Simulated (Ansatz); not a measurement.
Cd (hcp, Mg type)

```
Cd
1.0
    3.01606     0.00000     0.00000
   -1.50803     2.61198     0.00000
    0.00000     0.00000     5.81912
Cd
2
Direct
  0.33333   0.66667   0.75000
  0.66667   0.33333   0.25000
```

Method: PBE (plane waves to 420 eV, PAW, scalar-relativistic; Ansatz, a first-principles code). DFPT wavenumbers on a 18×18×8 k mesh, in cm⁻¹ and rounded to 5; i marks imaginary ones, q is in fractions of the reciprocal vectors of the cell shown, and the three acoustic modes at Γ are left out. Cd was relaxed with its symmetry unable to fall. The relaxed volume of Cd is well above the measured one; the method has no dispersion term.

Task: Is the structure dynamically stable at Γ, M = (0.5, 0.0, 0.0), A = (0.0, 0.0, 0.5), L = (0.5, 0.0, 0.5)?

Result: No imaginary mode at these points (lowest 25 cm⁻¹ at A = (0.0, 0.0, 0.5)); other wave vectors were not tested.

Task: Predict the phonon wavenumbers at Γ, M = (0.5, 0.0, 0.0), A = (0.0, 0.0, 0.5), L = (0.5, 0.0, 0.5).

Result: 
```tsv
q	wavenumbers (cm⁻¹)
Γ	30 (×2), 80
M = (0.5, 0.0, 0.0)	30, 40, 70, 70, 135, 140
A = (0.0, 0.0, 0.5)	25 (×4), 55 (×2)
L = (0.5, 0.0, 0.5)	25 (×2), 65 (×2), 140 (×2)
```
